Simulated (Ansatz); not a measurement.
Relaxed ZnAu (CsCl type):

```xyz
4
Lattice="6.3735 0.0000 0.0000 0.0000 3.1868 0.0000 0.0000 0.0000 3.1868" Properties=species:S:1:pos:R:3 pbc="T T T"
Zn     1.5934     1.5934     1.5934
Zn     4.7802     1.5934     1.5934
Au     0.0000     0.0000     0.0000
Au     3.1868     0.0000     0.0000
```

The atoms are displaced by Q × the pattern below (from a DFPT mode at X = (0.5, 0.0, 0.0), largest move 1; Q in Å), at fixed cell. (q is in reciprocal vectors of the primitive cell; the cell shown is doubled to hold the pattern.)

| atom | x | y | z |
|---|---|---|---|
| Zn1 | 1.000 | 0.000 | 0.000 |
| Zn2 | -1.000 | 0.000 | 0.000 |

Atoms not listed stay in place.

Calculation: PBE (plane waves to 420 eV, PAW, scalar-relativistic; Ansatz, an electronic-structure program). k mesh 8×15×15 (Γ-centred), Fermi-Dirac smearing 0.05 eV. Energies are smeared free energies. With partly filled bands, energies and forces of such displacements shift with the k mesh and the smearing. Spin-orbit coupling is left out, though Au is heavy. ZnAu was relaxed with its symmetry unable to fall. The zero of ΔE is the undisplaced structure. The last digit holds for this mesh only.

```
Q (Å)    ΔE (meV/cell)
-------  -------------
-0.1000       withheld
-0.0833          39.02
-0.0667          24.96
-0.0500          14.04
-0.0333           6.24
-0.0167           1.56
0.0000            0.00
0.0167            1.56
0.0333            6.24
0.0500           14.04
0.0667           24.96
0.0833           39.02
0.1000        withheld
```

Fit an even polynomial form (powers 2, 4, 6) to the given rows and predict ΔE at Q = 0.1000.

Least squares on the 11 given rows: ΔE = (5639)·Q² + (-13590)·Q⁴ + (1638000)·Q⁶, in meV/cell with Q in Å; root-mean-square residual 0.005 meV/cell. At 0.1000 the fit gives 56.67 meV/cell; the calculation gives 56.27 meV/cell, so the extrapolation is off by 0.40 (+0.7 %). The quadratic term alone would give 56.39 meV/cell.

(For displaced atoms, the force is minus the slope of the energy, and its curvature is a force constant, which sets phonon frequencies.)
